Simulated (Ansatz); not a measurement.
**Local coordination and C_Q of Mg-25**

Level of theory: DFT, PBE, plane waves and PAW, scalar-relativistic, 420 eV cutoff (Ansatz 0.2.0). Q = 199.4 mb (Pyykkö 2018), I = 5/2. The cells come from the COD and the Materials Project (computed, not necessarily observed phases), with the atoms as given or relaxed (PBE, cell held). Calculated pressures reach 4 GPa in size in them. Spin–orbit coupling is left out, which moves gradients at and beside heavy atoms (Ba, La) by some per cent and at some sites by far more. At most two sites a crystal are listed; metals, magnetic cells and gradients under 0.03 × 10²¹ V/m² (0.12 where the gap is under 1 eV) that symmetry doesn't force to zero are left out, and those under about 0.1 are uncertain even in sign.

| crystal | space group | first shell of Mg | C_Q (MHz) | η |
| --- | --- | --- | --- | --- |
| La2MgSe4 | Pnma | 4 Se at 2.55–2.62 Å | -2.63 | 0.64 |
| Ca7Mg2N6 | C2/m | 4 N at 2.17–2.26 Å | 4.31 | 0.92 |
| Mg4ZrN4 | P-1 | 4 N at 2.12–2.29 Å | 8.77 | 0.93 |
| Mg7SiN6 | Ibam | 4 N at 2.19 Å | -10.6 | 0.49 |
| Mg7SiN6 | Ibam | 4 N at 2.09–2.24 Å; also 1 N at 3.22 Å | 11.2 | 0.25 |
| Mg4ZrN4 | P-1 | 5 N at 2.12–2.46 Å | 4.16 | 0.13 |
| Sr2MgZn2Sn2P4O16 | P1 | 5 O at 1.99–2.20 Å | -10.0 | 0.84 |
| MgSb2P2O10 | P1 | 5 O at 1.98–2.22 Å | -12.7 | 0.89 |
| KMgF3 | Pm-3m | 6 F at 1.99 Å | 0 | – |
| Ba2MgC6N6O6 | R-3 | 6 O at 2.12 Å | -2.83 | 0.00 |

By the number of first neighbours, |C_Q| spans 2.6 to 11 MHz with 4, 4.2 to 13 MHz with 5, 0 to 2.8 MHz with 6.

Where η is near 1 the sign of C_Q means little.

The crystals are a selection from a larger pool of database entries, not a random sample of it.
